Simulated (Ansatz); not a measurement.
Theory: DFT PBE, scalar-relativistic, plane waves, PAW, and for the lanthanide a 4f-in-core norm-conserving potential, in Ansatz 0.2.0. All cells share a 660 eV cutoff and Γ-centred k meshes spaced about 0.3 Å⁻¹ or finer (0.25 for metals, 2π included). No spin polarisation.

These are static total energies at zero pressure.

Two forms of PrHRh3 were relaxed alike.

1.

```xyz
5
Lattice="2.9531 1.7050 2.4154 -2.9531 1.7050 2.4154 0.0000 -3.4100 2.4154" Properties=species:S:1:pos:R:3 pbc="T T T"
Pr    0.0000    0.0000    7.2088
H     0.0000    0.0000    4.1278
Rh    1.4479   -0.8359    2.3892
Rh    0.0000    1.6719    2.3892
Rh   -1.4479   -0.8359    2.3892
```

2.

```xyz
10
Lattice="4.7160 0.0000 0.0000 -2.3580 4.0842 0.0000 0.0000 0.0000 9.7606" Properties=species:S:1:pos:R:3 pbc="T T T"
Pr    0.0000    0.0000    0.0000
Pr    0.0000    0.0000    4.8803
H     0.0000    0.0000    2.4402
H     0.0000    0.0000    7.3205
Rh    2.9595    0.0000    2.4402
Rh   -1.4798    2.5630    2.4402
Rh    0.8783    1.5212    2.4402
Rh    1.7565    0.0000    7.3205
Rh   -0.8783    1.5212    7.3205
Rh    1.4798    2.5630    7.3205
```

Question: Which is lower in energy, and by how much?

Answer: Cell 1 is lower, by 214 meV/atom. Cell 1 has space group R3m (No. 160), 14.6 Å³/atom and no gap on its mesh; cell 2 has space group P6_3/mcm (No. 193), 18.8 Å³/atom and no gap. Counting Pr or Rh atoms around H (for each partner element, those within 1.25 times its shortest distance or 1.15 times the sum of covalent radii, where it is the nearest in units of that sum or under 1.3), cell 1 has H 3 and cell 2 has H 5. The denser one is the lower, and pressure would at first widen the difference. In cell 1, Pr has 12 Rh at 2.95–2.97 Å, 1 H at 3.08 Å, 3 H at 3.47 Å, 3 H at 3.83 Å, 1 H at 4.17 Å and 6 Pr at 4.18 Å; around H lie 3 Rh at 1.87 Å, 3 Rh at 2.41 Å and 1 Pr at 3.08 Å; Rh has 1 H at 1.87 Å, 1 H at 2.41 Å, 8 Rh at 2.90–3.01 Å and 4 Pr at 2.95–2.97 Å. In cell 2, Pr is surrounded by 2 H at 2.44 Å and 6 Rh at 3.01 Å; around H lie 3 Rh at 1.76 Å and 2 Pr at 2.44 Å; Rh has 1 H at 1.76 Å, 4 Rh at 2.58 Å, 1 H at 2.96 Å, 2 Pr at 3.01 Å and 2 Rh at 3.04 Å. Both come from trial cells of a structure search.

With hydrogen, zero-point motion can shift such differences by 10 meV/atom or more. Trial moments fell under 0.15 μB along the way in R3m and P6_3/mcm; another start might hold them. Cells relaxed within their symmetry can be saddle points.

The lanthanide is trivalent by construction, without f bands, f moments or other valences.
